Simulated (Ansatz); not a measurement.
Consider the following.

SiNi$_{3}$:
```yaml
crystal:
  lattice:
    - [3.50612, 0.00000, 0.00000]
    - [0.00000, 3.50612, 0.00000]
    - [0.00000, 0.00000, 3.50612]
  atoms:
    - { symbol: Si, position: [0.00000, 0.00000, 0.00000] }
    - { symbol: Ni, position: [0.00000, 0.50000, 0.50000] }
    - { symbol: Ni, position: [0.50000, 0.00000, 0.50000] }
    - { symbol: Ni, position: [0.50000, 0.50000, 0.00000] }
```

This is the PBE-relaxed structure.

All from the program Ansatz at the PBE level (PAW), unless another level is named. Estimate the electronic character.

metallic (no gap).

What about the density of states at the Fermi level?

0.54 states/eV per atom (mean over ±0.08 eV).

Predict the formation energy from the elements (no fitted shifts).

-0.46 eV/atom.

Space group Pm-3m (Cu3Au type). The PBE relaxation kept the symmetry of its start; of distortions, only those at the zone centre were tested. The workflow began spin-polarised and lost its moments. The references are the lowest solids computed at this level, not always the standard phases.

Potentials: the later of the program's two PAW sets.
